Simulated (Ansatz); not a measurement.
HgSe (zinc blende), relaxed and computed with several functionals in Ansatz (plane waves, PAW).

```tsv
functional	a (Å)	B₀ by P(V) fit (GPa)
HSE06	6.179	50.5
PBE	6.260	42.5
PBEsol	6.133	51.5
```

All cells were relaxed under the symmetry of their starts (and spin orders); stability against distortions was not tested throughout. Spin–orbit coupling is left out wherever it is not named.

Potentials: the later of the program's two PAW sets.

Ansatz (an electronic-structure program) is a plane-wave DFT program.
